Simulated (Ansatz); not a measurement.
Values for one crystal, relaxed and computed with r²SCAN in the plane-wave PAW code Ansatz; other levels are named.

```yaml
volume_per_atom: 27.01 Å³
electronic_character: metallic (no gap)
Bulk modulus (Birch–Murnaghan fit): 51.7 GPa
debye_temperature_from_the_elastic_constants: 142 K
Gap with spin–orbit coupling: none (metallic)
Poisson's ratio: 0.39
Young's modulus: 32.6 GPa
```

Task: Pick the material that matches.
(A) Co, hcp (Mg type)
(B) W, hcp (Mg type)
(C) Ti, hcp (Mg type)
(D) Sn, hcp (Mg type)

Result: D, Sn, hcp (Mg type)

Space group P6_3/mmc (hcp (Mg type)). The start of the workflow was typed in or built on a structure type; neither database checked (COD, Materials Project) lists it. It is not the phase usual at ambient conditions (space group No. 141). The cell keeps a stress of up to 0.2 GPa. The cell was relaxed with r²SCAN under the symmetry of its start; its stability against distortions is not shown here. As this level gives no gap, shear constants depend on the k-mesh and smearing (Fermi–Dirac, 0.1 eV here). On the denser mesh and wider smearing of the elastic run this cell carries a stress of 0.6 GPa. Scalar-relativistic: spin–orbit coupling is off unless named, which matters more the heavier the elements.

Potentials: the earlier of the program's two PAW sets.
